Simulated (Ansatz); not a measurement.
A geometry of Cu away from equilibrium: step 2 of the relaxation of a relaxed Cu cell, doubled along one cell vector, shaken by Gaussian noise of σ = 0.08 Å a coordinate. The numbers are results of PBE (plane waves to 420 eV, PAW, scalar-relativistic; Ansatz, a first-principles code), not measurements. Γ-centred k-mesh 13×7×13 on the run's cell (coarser than for final values), Fermi–Dirac smearing 0.05 eV.

```xyz
2
Lattice="2.4064 -0.0011 -0.0002 -0.0022 4.7944 -0.0013 -0.0002 -0.0006 2.4065" Properties=species:S:1:pos:R:3:forces:R:3 pbc="T T T" free_energy=-13249.453 pressure_GPa=-0.2
Cu     1.0826     1.2502     1.1918   -0.1792   -0.1099   -0.1081
Cu     1.2922     3.6311     1.3171    0.1792    0.1099    0.1081
```

Positions in Å, forces in eV/Å, free energy of the cell in eV (comparable only within this code, potentials and settings). Largest force: 0.24 eV/Å, on Cu1, Cu2 (atoms numbered as listed); the geometry lies 0.46 eV/atom above the end of its relaxation.

No spin polarisation in the result.

The run could not lose the symmetry of its start.

Of the parent cell (Pm-3m (No. 221)): it is a generated cell of Cu: the first start was made by a random draw of sites in a space group, and the end was not matched to a known phase here, so it may be hypothetical. Known forms of Cu include space group No. 225.
